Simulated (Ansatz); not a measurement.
An Ansatz (a first-principles code) run. Input:

Ansatz 0.2 input:
```yaml
crystal:
  lattice:
    - [2.9426930269, 0.0, 0.0]
    - [-1.4713465134, 2.5484469168, 0.0]
    - [0.0, 0.0, 5.4732746387]
  atoms:
    - { symbol: Nb, position: [0.6666666667, 0.3333333333, 0.75] }
    - { symbol: Nb, position: [0.3333333333, 0.6666666667, 0.25] }
    - { symbol: N, position: [0.0, 0.0, 0.5] }
    - { symbol: N, position: [0.0, 0.0, 0.0] }
kpoints:
  mp_grid: { grid: [33, 33, 16] }
hamiltonian:
  xc: lda
  pseudopotentials: { kind: paw }
scf:
  occupations: { method: fermi_dirac, width: 0.1 }
elastic: { mode: relaxed_ion, stencil: two_point, amplitude: 0.005, f_tol: 0.0005 }
```

Output (shortened):

```
Pseudopotential: Nb, paw, valence charge 13
Pseudopotential: N, paw, valence charge 5
Functional definition: SPW92
Crystal: 4 atoms, lattice volume = 41.046 Å³
Basis set: ecut = 420 eV, 799 PW (Γ)
Bands: 22, of which v1, the nominal top of the filled ones, is band 18 counted from 1 (17 counted from 0)
Symmetry: 24 space group operations
Space group: P63/mmc (ITA 194), of the structure as read, at distance tolerance 3.4e-5 Å
k-points: 972 of 17424
automatic band count: the SCF goes on with 26 bands, as 22 were too few: the levels above may hold too much charge
SCF 1 converged in 10 iterations: F = -9638.453414 eV  dr2 = 1.72e-14
Crystal: 4 atoms, lattice volume = 40.840 Å³
Bands: 26, of which v1, the nominal top of the filled ones, is band 18 counted from 1 (17 counted from 0)
Symmetry: 8 space group operations
k-points: 2601 of 17424
SCF 2 converged in 10 iterations: F = -9638.451196 eV  dr2 = 6.37e-15
relax step   1: F+E_penalty+E_count = -9638.45119604 eV  Δ(F+E_penalty+E_count) = +0.000e0 eV  max|allowed force component| = 1.864e-2 eV/Å  Δτ_max = 0.0000 Å  (10 SCF iters, accepted)
Crystal: 4 atoms, lattice volume = 40.840 Å³
SCF 3 converged in 7 iterations: F = -9638.451220 eV  dr2 = 7.02e-14
relax step   2: F+E_penalty+E_count = -9638.45121952 eV  Δ(F+E_penalty+E_count) = -2.348e-5 eV  max|allowed force component| = 8.740e-3 eV/Å  Δτ_max = 0.0009 Å  (7 SCF iters, accepted)
Crystal: 4 atoms, lattice volume = 40.840 Å³
SCF 4 converged in 8 iterations: F = -9638.451226 eV  dr2 = 2.82e-15
relax step   3: F+E_penalty+E_count = -9638.45122613 eV  Δ(F+E_penalty+E_count) = -6.616e-6 eV  max|allowed force component| = 3.618e-6 eV/Å  Δτ_max = 0.0008 Å  (8 SCF iters, accepted)
Crystal: 4 atoms, lattice volume = 40.840 Å³
SCF 5 converged in 2 iterations: F = -9638.451226 eV  dr2 = 1.29e-15
Crystal: 4 atoms, lattice volume = 41.251 Å³
SCF 6 converged in 10 iterations: F = -9638.451431 eV  dr2 = 6.40e-15
relax step   1: F+E_penalty+E_count = -9638.45143102 eV  Δ(F+E_penalty+E_count) = +0.000e0 eV  max|allowed force component| = 1.658e-2 eV/Å  Δτ_max = 0.0000 Å  (10 SCF iters, accepted)
Crystal: 4 atoms, lattice volume = 41.251 Å³
SCF 7 converged in 8 iterations: F = -9638.451456 eV  dr2 = 2.08e-15
relax step   2: F+E_penalty+E_count = -9638.45145558 eV  Δ(F+E_penalty+E_count) = -2.456e-5 eV  max|allowed force component| = 5.188e-4 eV/Å  Δτ_max = 0.0014 Å  (8 SCF iters, accepted)
Crystal: 4 atoms, lattice volume = 41.251 Å³
SCF 8 converged in 6 iterations: F = -9638.451456 eV  dr2 = 1.04e-14
relax step   3: F+E_penalty+E_count = -9638.45145560 eV  Δ(F+E_penalty+E_count) = -2.405e-8 eV  max|allowed force component| = 2.851e-7 eV/Å  Δτ_max = 0.0000 Å  (6 SCF iters, accepted)
Crystal: 4 atoms, lattice volume = 41.251 Å³
SCF 9 converged in 2 iterations: F = -9638.451456 eV  dr2 = 4.69e-15
Crystal: 4 atoms, lattice volume = 40.840 Å³
SCF 10 converged in 8 iterations: F = -9638.451055 eV  dr2 = 8.91e-14
Crystal: 4 atoms, lattice volume = 41.251 Å³
SCF 11 converged in 7 iterations: F = -9638.451331 eV  dr2 = 4.49e-15
Crystal: 4 atoms, lattice volume = 41.045 Å³
Symmetry: 4 space group operations
k-points: 4505 of 17424
SCF 12 converged in 9 iterations: F = -9638.452695 eV  dr2 = 4.62e-14
relax step   1: F+E_penalty+E_count = -9638.45269507 eV  Δ(F+E_penalty+E_count) = +0.000e0 eV  max|allowed force component| = 5.559e-4 eV/Å  Δτ_max = 0.0000 Å  (9 SCF iters, accepted)
Crystal: 4 atoms, lattice volume = 41.045 Å³
SCF 13 converged in 4 iterations: F = -9638.452695 eV  dr2 = 9.46e-14
relax step   2: F+E_penalty+E_count = -9638.45269509 eV  Δ(F+E_penalty+E_count) = -2.113e-8 eV  max|allowed force component| = 2.624e-4 eV/Å  Δτ_max = 0.0000 Å  (4 SCF iters, accepted)
Crystal: 4 atoms, lattice volume = 41.045 Å³
SCF 14 converged in 2 iterations: F = -9638.452695 eV  dr2 = 3.40e-14
Crystal: 4 atoms, lattice volume = 41.045 Å³
SCF 15 converged in 9 iterations: F = -9638.452695 eV  dr2 = 6.06e-14
relax step   1: F+E_penalty+E_count = -9638.45269507 eV  Δ(F+E_penalty+E_count) = +0.000e0 eV  max|allowed force component| = 5.559e-4 eV/Å  Δτ_max = 0.0000 Å  (9 SCF iters, accepted)
Crystal: 4 atoms, lattice volume = 41.045 Å³
SCF 16 converged in 5 iterations: F = -9638.452695 eV  dr2 = 3.79e-14
relax step   2: F+E_penalty+E_count = -9638.45269509 eV  Δ(F+E_penalty+E_count) = -2.114e-8 eV  max|allowed force component| = 2.624e-4 eV/Å  Δτ_max = 0.0000 Å  (5 SCF iters, accepted)
Crystal: 4 atoms, lattice volume = 41.045 Å³
SCF 17 converged in 2 iterations: F = -9638.452695 eV  dr2 = 2.34e-15
SCF converged after 10 iterations
Free energy (F): -9638.453414 eV
Harris-Foulkes:  -9638.453414 eV  (|F-HF|=3.64e-12)
Internal energy: -9638.426384 eV  (E = F + TS)
E sigma→0 (E₀):  -9638.439899 eV
Entropy (-TS):   -0.027031 eV (-6.758 meV/atom)
Fermi energy:    20.711169 eV
--- Per-component energies (eV) ---
  E_band       = -5.466490
  E_kinetic    = 1061.778721
  E_local      = -1412.458375  (includes V_loc(G=0)·N_el)
  E_nonlocal   = 338.778238
  E_hartree    = 425.327747
  E_xc         = -472.594461
  E_vxc        = -583.574798  (∫ρ·V_xc dr)
  E_paw        = -6165.557285  (= ΣΔE_a)
  E_vpaw       = -260.645974  (= ΣTr[D̂ρ^β])
  E_aug_tail   = 0.000204  (compensation charges beyond the density's cutoff)
  E_ewald      = -3414.712650
  E_core_change = 1.011477  (= ΣΔE_core)
  E_smearing   = -0.027031  (= −TS)
  E_closure    = 0.000000  (closes the sum)
  Σ components = -9638.453414   (vs F -9638.453414, Δ=0.00e0)
--- Forces (eV/Å), atoms counted from 1 ---
  atom   1  Nb     0.00000000     0.00000000     0.00000000
  atom   2  Nb     0.00000000     0.00000000     0.00000000
  atom   3  N      0.00000000     0.00000000     0.00000000
  atom   4  N      0.00000000     0.00000000     0.00000000
  max |Σ_I F_I| component: 9.25e-18 eV/Å
--- Stress (GPa, compression-positive) ---
        0.070809       0.000000       0.000000
        0.000000       0.070809       0.000000
        0.000000       0.000000       0.098350
  P = ⅓ Tr σ = 0.0800 GPa (0.800 kbar)
--- Band table (eV; the first three rows and the last of 972) ---
  k-point 0: bands = ["-35.1935", "-35.0979", "-12.0735", "-11.1290", "-10.7414", "-10.7414", "-10.6985", "-10.6985", "3.2225", "5.9864", "11.6314", "15.2621", "15.2621", "16.3989", "16.3989", "17.6778", "17.8645", "19.5379", "19.5379", "20.9223", "20.9223", …
  k-point 1: bands = ["-35.1926", "-35.0988", "-12.0651", "-11.1389", "-10.7410", "-10.7410", "-10.6989", "-10.6989", "3.2446", "5.9500", "11.6775", "15.2658", "15.2658", "16.3729", "16.3729", "17.2866", "18.2369", "19.5857", "19.5857", "20.9469", "20.9469", …
  k-point 2: bands = ["-35.1899", "-35.1015", "-12.0402", "-11.1681", "-10.7397", "-10.7397", "-10.7002", "-10.7002", "3.3103", "5.8449", "11.8118", "15.2775", "15.2775", "16.3001", "16.3001", "16.8023", "18.6664", "19.7230", "19.7230", "21.0187", "21.0187", …
  k-point 971: bands = ["-34.9558", "-34.9558", "-11.6430", "-11.6430", "-11.6188", "-11.6188", "-11.1551", "-11.1551", "5.1804", "5.1804", "12.4727", "12.4727", "14.4244", "14.4244", "15.6545", "15.6545", "19.9972", "19.9972", "22.4422", "22.4422", …
--- Elastic constants: 3 strain directions × 2 members + reference (group order 24) ---
  dense FFT box of the reference and of every strained cell: 20×20×40
  strains applied: 11, 33, 23; error gains …
  C = ∂σ_k/∂η_j (tension-positive GPa; Voigt order 11 22 33 23 13 12):
       646.392    234.345    193.701      0.000      0.000      0.000
       234.345    646.392    193.701      0.000      0.000      0.000
       193.679    193.679    690.772      0.000      0.000      0.000
         0.000      0.000      0.000    222.836      0.000      0.000
         0.000      0.000      0.000      0.000    222.836      0.000
         0.000      0.000      0.000      0.000      0.000    206.023
  reference stress σ⁰ (GPa):     -0.071     -0.071     -0.098      0.000      0.000      0.000
  moduli (Voigt/Reuss/Hill, GPa): K = 358.56/358.55/358.56   G = 221.13/220.11/220.62   E = 549.21   ν = 0.245
  mechanically stable: yes (min eigenvalue of sym C = 206.02 GPa)
  harmonic check of the ions' relaxations: strain 23: 1 pair too noisy to judge …
  the stresses are not corrected for the forces that the relaxations left standing (`elastic.f_tol`)
  strain η (Voigt 11):  stress-route row diagonal C_11 = 646.39 GPa, energy-path curvature d²(F+E_count+ΔE)/dδ²/Ω₀ = 646.37 GPa
         δ    σ_11 (GPa)             F (eV)   n_scf  n_hpsi   n_pw
    -5.000e-3      -3.3510       -9638.4512261       2  500790    821   relax 3 steps, max|allowed force component| 3.62e-6 eV/Å
     5.000e-3       3.1129       -9638.4514556       2  498541    831   relax 3 steps, max|allowed force component| 2.85e-7 eV/Å
  strain η (Voigt 33):  stress-route row diagonal C_33 = 690.77 GPa, energy-path curvature d²(F+E_count+ΔE)/dδ²/Ω₀ = 690.79 GPa
         δ    σ_33 (GPa)             F (eV)   n_scf  n_hpsi   n_pw
    -5.000e-3      -3.5921       -9638.4510552       8  441635    821   relax 0 steps, max|allowed force component| 9.25e-18 eV/Å
     5.000e-3       3.3156       -9638.4513314       7  382844    833   relax 0 steps, max|allowed force component| 5.09e-17 eV/Å
  strain η (Voigt 23):  stress-route row diagonal C_44 = 222.84 GPa, energy-path curvature d²(F+E_count+ΔE)/dδ²/Ω₀ = 222.90 GPa
         δ    σ_23 (GPa)             F (eV)   n_scf  n_hpsi   n_pw
    -5.000e-3      -1.1142       -9638.4526951       2  868152    829   relax 2 steps, max|allowed force component| 2.62e-4 eV/Å
     5.000e-3       1.1142       -9638.4526951       2  868435    829   relax 2 steps, max|allowed force component| 2.62e-4 eV/Å
```

Cost: about 19 core-minutes (a rough figure) on shared cores.

Space group P6_3/mmc (NiAs type). The workflow started from a Materials Project entry (that database holds measured and hypothetical structures alike); the Crystallography Open Database files this formula in space group No. 194, but the cells were not matched. It is not the phase usual at ambient conditions (space group No. 225). The cell was relaxed with LDA under the symmetry of its start; of distortions, only those at the zone centre were tested. No spin polarisation was allowed. As this level gives no gap, shear constants depend on the k-mesh and smearing (Fermi–Dirac, 0.1 eV here). Spin–orbit coupling is left out wherever it is not named.

Potentials: the later of the program's two PAW sets.

Ansatz is a plane-wave DFT program.
